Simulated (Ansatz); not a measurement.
The start is a randomly generated symmetric cell of B6O (space group No. 82). Cell shape, volume and atoms are optimised at zero target pressure with PBE (plane waves to 420 eV, PAW, scalar-relativistic; Ansatz, a program for electronic structure). The first steps use a coarse 7×7×7 k-mesh.

Starting cell:
```yaml
crystal:
  lattice:
    - [-2.55788, 2.55788, 2.03211]
    - [2.55788, -2.55788, 2.03211]
    - [2.55788, 2.55788, -2.03211]
  atoms:
    - { symbol: B, position: [0.50000, 0.50000, 0.00000] }
    - { symbol: B, position: [0.24220, 0.98693, 0.89716] }
    - { symbol: B, position: [0.08977, 0.34504, 0.10284] }
    - { symbol: B, position: [0.01307, 0.91023, 0.25527] }
    - { symbol: B, position: [0.65496, 0.75780, 0.74473] }
    - { symbol: B, position: [0.25000, 0.75000, 0.50000] }
    - { symbol: O, position: [0.00000, 0.00000, 0.00000] }
```

| Item | Value |
|---|---|
| Initial pressure | +99 GPa (positive: the cell is compressed) |
| Largest initial force | about 17.3 eV/Å, on B2, B3, B4, B5 (atoms numbered as listed) |
| Outcome | The space group goes from I-4 (No. 82) to I-4m2 (No. 119), with 7 atoms in the primitive cell |
| Energy released | 2.05 eV/atom |
| Volume change | +32.1 %, from 7.60 to 10.03 Å³/atom |
| Optimiser moves | 18 |

The end point of the relaxation:

Space group I-4m2 (No. 119); a = 5.2429 Å, b = 5.2429 Å, c = 5.1104 Å, α = 90.00°, β = 90.00°, γ = 90.00°

```json
[
 {"atom": "B", "site": "2b", "symmetry": "-4m2", "x": "0.0000", "y": "0.0000", "z": "0.5000"},
 {"atom": "B", "site": "8i", "symmetry": ".m.", "x": "0.0000", "y": "0.1998", "z": "0.2536"},
 {"atom": "B", "site": "2c", "symmetry": "-4m2", "x": "0.0000", "y": "0.5000", "z": "0.2500"},
 {"atom": "O", "site": "2a", "symmetry": "-4m2", "x": "0.0000", "y": "0.0000", "z": "0.0000"}
]
```
(The calculation used a cell of 7 atoms; values per cell refer to that cell.)

Final values are on a 13×13×13 k-mesh of the relaxed cell. No spin polarisation in the result.

The run could not lower the symmetry of its start; a shaken copy of this end point relaxes with PBE to Cm (No. 8), 0.27 eV/atom lower.

The relaxed structure here is a generated cell of B6O: the first start was made by a random draw of sites in a space group, and the end was not matched to a known phase here, so it may be hypothetical.
